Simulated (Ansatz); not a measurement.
Cu Kα1 powder pattern (kinematic, no thermal factors).
2θ (°) (relative intensity): 11.85 (8), 18.38 (100), 21.35 (28), 22.48 (58), 23.82 (19), 28.88 (15), 29.41 (56), 31.07 (26), 33.59 (71), 34.27 (36), 34.64 (19), 36.06 (19), 37.26 (19), 38.05 (8), 39.06 (64), 39.80 (17), 39.89 (2), 41.72 (5), 43.50 (14), 45.09 (3), 46.55 (7), 47.53 (8), 48.10 (1), 50.21 (28), 51.23 (14), 51.68 (11), 51.83 (34), 54.38 (16), 54.42 (24), 55.80 (2), 56.20 (16), 57.26 (3), 58.30 (2), 58.42 (15), 59.43 (4), 61.02 (2), 61.47 (6), 61.79 (9), 62.12 (3), 62.93 (2), 63.27 (17), 63.40 (5), 63.79 (4), 63.99 (4), 64.22 (5), 64.30 (2), 65.04 (15), 65.47 (5), 65.73 (2), 66.53 (5), 66.74 (9), 67.02 (2), 67.03 (6), 67.53 (3), 67.65 (4), 69.06 (4), 70.61 (5), 71.36 (5), 71.56 (4), 72.53 (2), 73.02 (6), 73.08 (1), 73.82 (3), 74.33 (3), 74.86 (3), 75.58 (6), 76.30 (1), 76.50 (2), 76.88 (2), 77.72 (5), 78.50 (5), 79.41 (3), 80.77 (2), 81.01 (1), 81.38 (6), 81.50 (2), 82.96 (1), 83.91 (8), 85.81 (1), 86.18 (3), 86.30 (3), 86.36 (4), 87.78 (4), 87.94 (1), 88.15 (3), 89.92 (4)

The pattern is computed from a structure relaxed with DFT PBE, scalar-relativistic, plane waves, PAW (Ansatz 0.2.0). No spin polarisation. Its elements are O, Sn, Ti.

Question: Give the structure.

Answer: TiSn₂O₆.
Space group C2 (No. 5). a = 14.954 Å, b = 3.157 Å, c = 4.830 Å, α = 90.00°, β = 93.18°, γ = 90.00°
```
atom  site  symmetry       x       y       z
  Ti    2b         2  0.0000  0.0619  0.5000
  Sn    4c         1  0.3442  0.9931  0.9779
   O    4c         1  0.4403  0.9906  0.6782
   O    4c         1  0.2740  0.4924  0.7865
   O    4c         1  0.0930  0.9930  0.8044
```

A pattern alone doesn't exclude other cells with like lines; this is the one computed.

The structure comes from a generated guess; another structure or a mixture of phases may lie lower.
